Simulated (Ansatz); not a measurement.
GaN (zinc blende, F-43m), plane-wave PAW r²SCAN (Ansatz code), all energies at zero smearing, with the estimated change up to a 700 eV cutoff added, with one set of potentials and settings (totals compare only within such a set). Cell of 2 atoms (1 N, 1 Ga): -4176.377 eV.

```
element            reference phase  E (eV/atom)
-------  -------------------------  -----------
N        Pa-3, 8 atoms in the cell    -384.8315
Ga       Cmce, 4 atoms in the cell   -3790.2689
```

Formation energy per atom, worked out: (-4176.377 − 1×(-384.8315) − 1×(-3790.2689))/2 = -0.638 eV/atom (-62 kJ per mol of atoms), at 0 K, without zero-point energy or fitted corrections.

Symmetry was held in the r²SCAN relaxation. The references are the lowest solids computed at this level, not always the standard phases (solids in place of the gases).

Potentials: the later of the program's two PAW sets.
